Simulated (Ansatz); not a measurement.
Ge₂Mo (Fddd), relaxed with PBE (Ansatz, a first-principles code, plane waves, PAW): a = 4.841 Å, b = 8.754 Å, c = 8.816 Å, α = 90.00°, β = 90.00°, γ = 90.00°.

* **ΔH_f (eV/atom)**: -0.05
* **B₀ by P(V) fit (GPa)**: 125

Problem. The same phase is relaxed and computed with PBEsol in the same code. What are the cell and these values now?

Solution. a = 4.7811 Å, b = 8.4165 Å, c = 8.8865 Å, α = β = γ = 90.00°.

ΔH_f (eV/atom): -0.14
B₀ by P(V) fit (GPa): 149

Constructed cells (a structure type filled with these elements, in neither database checked): Ge2Mo, Fddd (Ge on 16f, Mo on 8a). All cells were relaxed under the symmetry of their starts (and spin orders); stability against distortions was not tested throughout. Rows with no word on spin ran without spin polarisation. Scalar-relativistic: spin–orbit coupling is off unless named, which matters more the heavier the elements.

Potentials: the later of the program's two PAW sets.

Ansatz is a plane-wave DFT program.

Formation energies count from the lowest solids of the elements computed at the same level, not from gases.
